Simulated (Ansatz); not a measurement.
# Cu: energy along a strain

Cu, Fm-3m, a = 3.615 Å (as given, not relaxed at this level: -6.5 GPa). Ansatz: PBEsol, PAW, 420 eV, Γ-centred 22×22×22 mesh on 1 atom, Gaussian smearing 0.15 eV; no spin polarisation. Cell vectors (Å): 0.000 1.808 1.808; 1.808 0.000 1.808; 1.808 1.808 0.000. The cell is strained by x per cent times the pattern (1 1 0 0 0 0) in the order xx yy zz yz xz xy (engineering shears), with fractional coordinates held. y is the free energy over the start, V0 = 11.810 Å³/atom.

| x (%) | y (meV/atom) |
| --- | --- |
| -2.00 | -9.74 |
| -1.50 | -9.15 |
| -1.00 | -7.29 |
| -0.50 | -4.22 |
| 0.00 | 0.00 |
| 0.50 | 5.31 |
| 1.00 | 11.66 |
| 1.50 | ? |
| 1.75 | 23.01 |
| 2.00 | 27.26 |

Problem. Fit y = c1 x + c2 x² + c3 x³ to the other rows, get the stiffness along the pattern, and predict the missing energy.

Solution. Least squares on the rows shown. y = 9.5502 x + 2.1891 x² − 0.075118 x³. The clamped-ion stiffness p·C·p = 2 × 21.89 eV × 160.2 / 11.810 Å³ = 594 GPa (second derivative at the start, which stands under stress). At x = 1.50 the fit asked for gives 19.00 meV/atom. The run gave 18.99 meV/atom, so the fit is 0.01 meV/atom too high, a small miss on the scale of the series.